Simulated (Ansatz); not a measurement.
Starting cell, SiC (zinc blende):

```yaml
crystal:
  lattice:
    - [0.00000, 4.37975, 4.37975]
    - [2.18988, 0.00000, 2.18988]
    - [2.18988, 2.18988, 0.00000]
  atoms:
    - { symbol: C, position: [0.37500, 0.75000, 0.75000] }
    - { symbol: C, position: [0.87500, 0.75000, 0.75000] }
    - { symbol: Si, position: [0.00000, 0.00000, 0.00000] }
    - { symbol: Si, position: [0.50000, 0.00000, 0.00000] }
```

The atoms are displaced by Q × the pattern below (from a DFPT mode at L = (0.5, 0.0, 0.0), largest move 1; Q in Å), at fixed cell. (q is in reciprocal vectors of the primitive cell; the cell shown is doubled to hold the pattern.)

```
atom       x       y       z
----  ------  ------  ------
C1     0.577  -0.577  -0.577
C2    -0.577   0.577   0.577
Si3    0.009  -0.009  -0.009
Si4   -0.009   0.009   0.009
```

Calculation: PBE (plane waves to 420 eV, PAW, scalar-relativistic; Ansatz, a quantum-chemistry and plane-wave program). k mesh 13×13×13 (Γ-centred), Fermi-Dirac smearing 0.05 eV. SiC was relaxed with its symmetry unable to fall. 

```tsv
Q (Å)	−dE/dQ from forces (eV/Å)
-0.280	17.580
-0.233	14.324
-0.187	11.256
-0.140	8.326
-0.093	5.497
-0.047	2.733
0.000	0.000
0.047	-2.733
0.093	-5.497
0.140	-8.326
0.187	-11.256
0.233	-14.324
0.280	-17.580
```

What harmonic wavenumber does the curvature at Q = 0 give?

813 cm⁻¹. E″ = 58.44 eV/Å², M = Σ mᵢ|uᵢ|² = 24.0 u, ν̃ = 521.5·√(|E″|/M).

(A displaced cell: forces are minus the slopes of the energy, force constants its curvatures, and phonons follow from these.)
